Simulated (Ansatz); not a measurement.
AlP (zinc blende)

```
AlP
1.0
    0.00000     2.75388     2.75388
    2.75388     0.00000     2.75388
    2.75388     2.75388     0.00000
P Al
1 1
Direct
  0.25000   0.25000   0.25000
  0.00000   0.00000   0.00000
```

The slice is a {111} plane (indices of the conventional cell) through the point (0.250, 0.250, 0.250) (fractional), spanned by u = [100] and v = [-1 2 0] in vectors of this cell: u (3.89 Å) and v (6.75 Å, at 90° to u). It covers one period; positions are fractions (u, v).

These are PBE (plane waves to 420 eV, PAW, scalar-relativistic; Ansatz, a quantum-chemistry and plane-wave program) values and carry that method's errors. k mesh 10×10×10. Inside the PAW spheres the values are not all-electron values, and peaks at nuclei hang on which shells count as valence. AlP was relaxed with its symmetry unable to fall.

**Question.** Sketch the valence electron density on this plane as a map.

**Answer.** 
```
|5799876555678997|
|8999876555678999|
|9998876555678899|
|8887766545667788|
|6666655545556666|
|4444555555555444|
|2233455666554332|
|1123456777654321|
|0013467787764310|
|0123578999875321|
|1134689999986431|
|2245789999987542|
|3356899757998653|
|4457899505998754|
|5567899757998765|
|5567899989998765|
|5567889999988765|
|4566778888877665|
|4555666666666555|
|5555544444445555|
|6655433222334556|
|7765432111234567|
|8776431000134677|
|9987532101235789|
|9998643111346899|
|9998754222457899|
|5799865333568997|
|0599875444578995|
```
Scale: ten equal steps from -1.60 (start of '0') to -0.10 (end of '9'), in the order '0123456789'. Values: log₁₀ of the valence density in e/Å³. The map has 16 points along u (one character each, u = 0 at the left) and 28 along v (v = 0 in the bottom row). The scale is logarithmic, as a density can span decades between atoms and voids.
